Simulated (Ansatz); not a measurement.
SiO$_{2}$:
```cif
data_O48Si24
_chemical_formula_sum 'Si24 O48'
_space_group_name_H-M_alt 'Cmc21'
_space_group_IT_number 36
_space_group_name_Hall 'C 2c -2'
_cell_length_a 13.91292
_cell_length_b 17.46681
_cell_length_c 5.03680
_cell_angle_alpha 90.000
_cell_angle_beta 90.000
_cell_angle_gamma 90.000
loop_
_space_group_symop_operation_xyz
  'x, y, z'
  '-x, -y, z+1/2'
  '-x, y, z'
  'x, -y, z+1/2'
  'x+1/2, y+1/2, z'
  '-x+1/2, -y+1/2, z+1/2'
  '-x+1/2, y+1/2, z'
  'x+1/2, -y+1/2, z+1/2'
loop_
_atom_site_label
_atom_site_type_symbol
_atom_site_symmetry_multiplicity
_atom_site_Wyckoff_symbol
_atom_site_fract_x
_atom_site_fract_y
_atom_site_fract_z
_atom_site_occupancy
Si1 Si 8 b 0.20561 0.21108 0.00099 1
Si2 Si 8 b 0.29447 0.04841 0.08691 1
Si3 Si 4 a 0.00000 0.27483 0.11409 1
Si4 Si 4 a 0.00000 0.62195 0.11318 1
O1 O 8 b 0.22840 0.12106 0.01685 1
O2 O 8 b 0.40669 0.07009 0.05883 1
O3 O 4 a 0.00000 0.30508 0.41667 1
O4 O 8 b 0.09361 0.22284 0.06669 1
O5 O 4 a 0.00000 0.65205 0.41654 1
O6 O 8 b 0.27300 0.25792 0.20522 1
O7 O 8 b 0.27106 0.02096 0.38552 1
```
(The calculation used a cell of 36 atoms; values per cell refer to that cell.)

Relaxed with r²SCAN. 

Question: HSE06 on this cell (Ansatz, a program for electronic structure, PAW) gives a gap of 7.62 eV. What does r²SCAN give?

Answer: 6.52 eV.

Cost on shared cores: the r²SCAN run (SCF on a 3×3×6 mesh, then bands and DOS) very roughly 30 core-minutes, the HSE06 run (SCF on 2×2×3, then a few points) about 28 core-minutes (a rough figure); the tasks are unlike.

Space group Cmc2_1. The workflow started from a Materials Project entry (that database holds measured and hypothetical structures alike); the Crystallography Open Database files this formula in space group No. 36, but the cells were not matched. It is not the phase usual at ambient conditions (space group No. 92, 152, 154). Symmetry was held in the r²SCAN relaxation; whether a distortion lowers the energy is not shown.

Potentials: the earlier of the program's two PAW sets.

Ansatz is a plane-wave DFT program.
